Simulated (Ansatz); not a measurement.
Relaxed-ion elastic tensor of GaN in space group P6_222 (No. 180; Ga on 3d, N on 3c) in GPa (Voigt order), the program Ansatz at the PBEsol level (PAW); density 6.70 g/cm³, 10.37 Å³ per atom.

```tsv
	1	2	3	4	5	6
1	348	109	113	0.0	0.0	0.0
2	109	348	113	0.0	0.0	0.0
3	113	113	453	0.0	0.0	0.0
4	0.0	0.0	0.0	127	0.0	0.0
5	0.0	0.0	0.0	0.0	127	0.0
6	0.0	0.0	0.0	0.0	0.0	120
```

Problem. Is the crystal mechanically stable?

Solution. Yes: the smallest eigenvalue of C is 120 GPa.

Problem. Work out the Voigt, Reuss and Hill averages.

Solution. K_V = 202, K_R = 199, K_H = 200; G_V = 129, G_R = 128, G_H = 128 GPa.

Problem. Give Young's modulus, Poisson's ratio, Pugh's ratio and the universal anisotropy index.

Solution. E = 9KG/(3K + G) = 317 GPa; ν = 0.24; K/G = 1.56 (brittle by the Pugh limit of 1.75); A_U = 5G_V/G_R + K_V/K_R − 6 = 0.07.

Problem. Estimate the sound speeds and the Debye temperature.

Solution. v_l = √((K + 4G/3)/ρ) = 7440 m/s, v_t = √(G/ρ) = 4370 m/s, mean 4850 m/s; Θ = (h/k)(3n/4πV)^(1/3) v_m = 662 K.

Problem. How much does each axis shrink under pressure?

Solution. Linear compressibilities β_i = Σ_j S_ij (j = 1 to 3): x 1.9, y 1.9, z 1.3 per TPa.

The start of the workflow was typed in or built on a structure type; neither database checked (COD, Materials Project) lists it. It is not the phase usual at ambient conditions (space group No. 186, 216). The PBEsol relaxation kept the symmetry of its start; whether a distortion lowers the energy is not shown.

Potentials: the later of the program's two PAW sets.
